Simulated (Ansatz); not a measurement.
Input:

SnO2 (rutile)

```
CELL_PARAMETERS angstrom
      4.82756     0.00000     0.00000
      0.00000     4.82756     0.00000
      0.00000     0.00000     3.23791
ATOMIC_POSITIONS crystal
  Sn 0.00000 0.00000 0.00000
  Sn 0.50000 0.50000 0.50000
  O  0.30660 0.30660 0.00000
  O  0.80660 0.19340 0.50000
  O  0.19340 0.80660 0.50000
  O  0.69340 0.69340 0.00000
```

In this cell atom 5 (O, nearest neighbour Sn at 2.089 Å; its periodic images, 3.2 Å or more away, move with it) is moved by s along Cartesian x, unit vector (1.000, 0.000, 0.000); all other atoms and the cell stay fixed.

Method: PBE (plane waves to 420 eV, PAW, scalar-relativistic; Ansatz, an electronic-structure program). k mesh 6×6×8 (Γ-centred), Fermi-Dirac smearing 0.05 eV. The energy includes the smearing's −TS. SnO2 was relaxed with its symmetry unable to fall. The PAW data are Ansatz's earlier set. The zero of ΔE is the undisplaced structure.

The scan covers s from -0.420 to 0.420 Å in 11 points.

Problem. Is this a single well or a double well?

Solution. A single well with its minimum at or next to zero displacement.

Problem. Is the energy the same for displacements of ±0.420 Å, and if not, which side lies higher?

Solution. Not even: the positive side lies higher at ±0.420 Å. With its periodic images moving along, the atom's site symmetry in this cell is mm2.

Problem. What force acts on the atom along the line at s = -0.420 Å?

Solution. 4.07 eV/Å.

Problem. What is the force constant k = d²E/ds² of this move at s = 0?

Solution. 11.8 eV/Å².

(For displaced atoms, the force is minus the slope of the energy, and its curvature is a force constant, which sets phonon frequencies.)
